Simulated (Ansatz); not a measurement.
Starting cell, SiC (wurtzite):

```yaml
crystal:
  lattice:
    - [6.15061, 0.00000, 0.00000]
    - [-1.53765, 2.66329, 0.00000]
    - [0.00000, 0.00000, 5.04816]
  atoms:
    - { symbol: Si, position: [0.33333, 0.33333, 0.00050] }
    - { symbol: Si, position: [0.83333, 0.33333, 0.00050] }
    - { symbol: Si, position: [0.16667, 0.66667, 0.50050] }
    - { symbol: Si, position: [0.66667, 0.66667, 0.50050] }
    - { symbol: C, position: [0.33333, 0.33333, 0.62470] }
    - { symbol: C, position: [0.83333, 0.33333, 0.62470] }
    - { symbol: C, position: [0.16667, 0.66667, 0.12470] }
    - { symbol: C, position: [0.66667, 0.66667, 0.12470] }
```

A phonon eigenvector at M = (0.5, 0.0, 0.0) is frozen into this cell: atom i moves by Q times the vector below, so Q is the largest atomic displacement, in Å. The cell is held. (q is in reciprocal vectors of the primitive cell; the cell shown is doubled to hold the pattern.)

```csv
atom,x,y,z
Si1,0.038,0.022,-0.151
Si2,-0.038,-0.022,0.151
Si3,0.038,0.022,0.151
Si4,-0.038,-0.022,-0.151
C5,-0.824,-0.476,0.309
C6,0.824,0.476,-0.309
C7,-0.824,-0.476,-0.309
C8,0.824,0.476,0.309
```

The numbers are results of r2SCAN (plane waves to 500 eV, PAW, scalar-relativistic; Ansatz, a first-principles code), not measurements. k mesh 6×12×7 (Γ-centred), Fermi-Dirac smearing 0.05 eV. SiC was relaxed with its symmetry unable to fall.

At one point of the scan the forces (eV/Å) are:

```
atom      Fx      Fy      Fz
----  ------  ------  ------
Si1    0.006   0.003  -1.061
Si2   -0.407  -0.235   0.893
Si3    0.407   0.235   0.893
Si4   -0.006  -0.003  -1.061
C5    -2.521  -1.455   0.936
C6     2.040   1.178  -0.769
C7    -2.040  -1.178  -0.769
C8     2.521   1.455   0.936
```

Q: Which point is it?
A. Q = -0.033 Å
B. Q = -0.083 Å
C. Q = -0.100 Å
D. Q = -0.050 Å

A: B, Q = -0.083 Å

(For displaced atoms, the force is minus the slope of the energy, and its curvature is a force constant, which sets phonon frequencies.)
